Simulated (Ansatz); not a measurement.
Settings and field gradients in GaAs with Sb replacing As

Cell: a supercell of GaAs (zinc blende type, F-43m) built from an entry of the Crystallography Open Database (COD), with all atoms left at the host's positions.

Space group F-43m (No. 216); a = 16.9611 Å.

```
site  Wyckoff  site symmetry       x       y       z
 Ga1      16e            .3m  0.4167  0.0833  0.4167
 Ga3      24g           2.mm  0.7500  0.0833  0.7500
 Ga5      48h            ..m  0.7500  0.9167  0.5833
Ga14       4d           -43m  0.7500  0.7500  0.7500
Ga18      16e            .3m  0.0833  0.5833  0.9167
  Sb       4a           -43m  0.5000  0.0000  0.5000
As29      48h            ..m  0.6667  0.0000  0.6667
As32      16e            .3m  0.8333  0.8333  0.6667
As36      16e            .3m  0.1667  0.6667  0.8333
As42      24f           2.mm  0.0000  0.6667  0.0000
```

One atom of each set is listed; the run and its k-mesh use a cell of 54 atoms with edges of 11.99, 11.99, 11.99 Å.

Reference run. All values are calculated (Ansatz; DFT, PBE, plane waves and PAW, scalar-relativistic, 420 eV cutoff, Γ-centred 2×2×2 k-points, Fermi–Dirac smearing 0.01 eV), not measured.

It gives V_zz (10²¹ V/m²) Ga1 -2.70 (η 0.00), As29 -0.41 (η 0.08), among others. Each of these runs changes the input as listed (caps on SCF iterations aside):

A. accuracy: not typed → high
B. hamiltonian.xc: pbe → rpbe; kpoints.mp_grid.shift: not typed → [0.5, 0.5, 0.5]

(1) Which of these changes matter for the gradients?

Results:

(1) 

```json
{"run": "A", "Ga1 V_zz (η)": "-2.70 (0.00)", "As29 V_zz (η)": "-0.41 (0.08)", "largest change of a gradient tensor, all atoms": "0.00", "note": "converged"}
{"run": "B", "Ga1 V_zz (η)": "-2.29 (0.00)", "As29 V_zz (η)": "1.03 (0.28)", "largest change of a gradient tensor, all atoms": "1.62", "note": "converged; another functional; the mesh lowers the symmetry; on As29 the largest value lies along another axis"}
```

Run B moves them most, on Sb (V_zz from 0.00 to 1.62); against its own size the tensor moves most on As29 among sites above 0.3 (by 1.09, V_zz from -0.41 to 1.03).

Run B changes hamiltonian.xc, kpoints.mp_grid.shift together, so the table can't tell their shares apart.

On the reference run: The defect repeats with the cell of 54 atoms, so it feels its images: sites between two images don't show the values beside a lone defect, and zeros or small values of η there can come from the images' arrangement. Without spin–orbit coupling (the program notes it for Sb) the gradients can shift somewhat, as the gap is small. With a gap of 0.5 eV on this mesh, small gradients can still move by 0.1 × 10²¹ V/m² or more as the k-mesh gets denser. The neighbours have not yet relaxed around the defect (largest force 1.5 eV/Å), so a real crystal will differ.
